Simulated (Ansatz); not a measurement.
Starting cell, PbS (rock salt):

```
CELL_PARAMETERS angstrom
      0.00000     6.00891     6.00891
      3.00445     0.00000     3.00445
      3.00445     3.00445     0.00000
ATOMIC_POSITIONS crystal
  S  0.00000 0.00000 0.00000
  S  0.50000 0.00000 0.00000
  Pb 0.25000 0.50000 0.50000
  Pb 0.75000 0.50000 0.50000
```

Two-dimensional scan of atom 2 (S, nearest neighbour Pb at 3.004 Å; its periodic images, 4.2 Å or more away, move with it): u runs along (1.000, 0.000, 0.000), v along (0.000, 0.000, 1.000) (Cartesian). Cell and other atoms are fixed.

Computed with PBE (plane waves to 420 eV, PAW, scalar-relativistic; Ansatz, a quantum-chemistry and plane-wave program). k mesh 4×8×8 (Γ-centred), Fermi-Dirac smearing 0.05 eV. Compression counts positive. As the smearing reaches across the gap at some points, energies and forces of such displacements shift with the k mesh and the smearing. PbS was relaxed with its symmetry unable to fall. Spin-orbit coupling is left out, though Pb is heavy. 

```json
[
 {"P (GPa)": "v = -0.990", "u = -0.990": "(withheld)", "u = -0.495": "(withheld)", "u = 0.000": "(withheld)", "u = 0.495": "12.6", "u = 0.990": "13.5"},
 {"P (GPa)": "v = -0.495", "u = -0.990": "(withheld)", "u = -0.495": "3.9", "u = 0.000": "2.2", "u = 0.495": "3.6", "u = 0.990": "12.6"},
 {"P (GPa)": "v = 0.000", "u = -0.990": "(withheld)", "u = -0.495": "2.2", "u = 0.000": "0.0", "u = 0.495": "2.2", "u = 0.990": "(withheld)"},
 {"P (GPa)": "v = 0.495", "u = -0.990": "12.6", "u = -0.495": "3.6", "u = 0.000": "2.2", "u = 0.495": "3.9", "u = 0.990": "(withheld)"},
 {"P (GPa)": "v = 0.990", "u = -0.990": "13.5", "u = -0.495": "12.6", "u = 0.000": "(withheld)", "u = 0.495": "(withheld)", "u = 0.990": "(withheld)"}
]
```

Q: Complete the blanks.

A: 
- v = -0.990, u = -0.990: 14.1
- v = -0.990, u = -0.495: 13.1
- v = -0.990, u = 0.000: 14.0
- v = -0.495, u = -0.990: 13.1
- v = 0.000, u = -0.990: 14.0
- v = 0.000, u = 0.990: 14.0
- v = 0.495, u = 0.990: 13.1
- v = 0.990, u = 0.000: 14.0
- v = 0.990, u = 0.495: 13.1
- v = 0.990, u = 0.990: 14.1

(For displaced atoms, the force is minus the slope of the energy, and its curvature is a force constant, which sets phonon frequencies.)
